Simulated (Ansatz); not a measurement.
Cu (body-centred tetragonal, I4/mmm) at seven volumes, DFT-PBEsol in the program Ansatz with PAW potentials, shape and atoms relaxed at each. One row is withheld.

| V (Å³/atom) | P (GPa) |
|---|---|
| 10.339 | 19.64 |
| 10.680 | ? |
| 11.021 | 5.41 |
| 11.362 | -0.01 |
| 11.703 | -4.55 |
| 12.044 | -8.33 |
| 12.384 | -11.46 |

Question: Fit the shown pressures and predict the withheld one.

Answer: P = (3/2)B₀(x^(7/2) − x^(5/2))[1 + (3/4)(B′ − 4)(x − 1)] with x = (V₀/V)^(2/3). Least squares on the six rows gives V₀ = 11.361 Å³/atom, B₀ = 165 GPa, B′ = 4.97. At V = 10.680, x = 1.0421 and P = 11.90 GPa. The run itself gave 11.90 GPa.

The workflow started from a Materials Project entry (that database holds measured and hypothetical structures alike); the Crystallography Open Database copy checked does not list it. It is not the phase usual at ambient conditions (space group No. 225). Symmetry was held in the PBEsol relaxation. At this level the phase is mechanically unstable. No spin polarisation was allowed.

Potentials: the later of the program's two PAW sets.
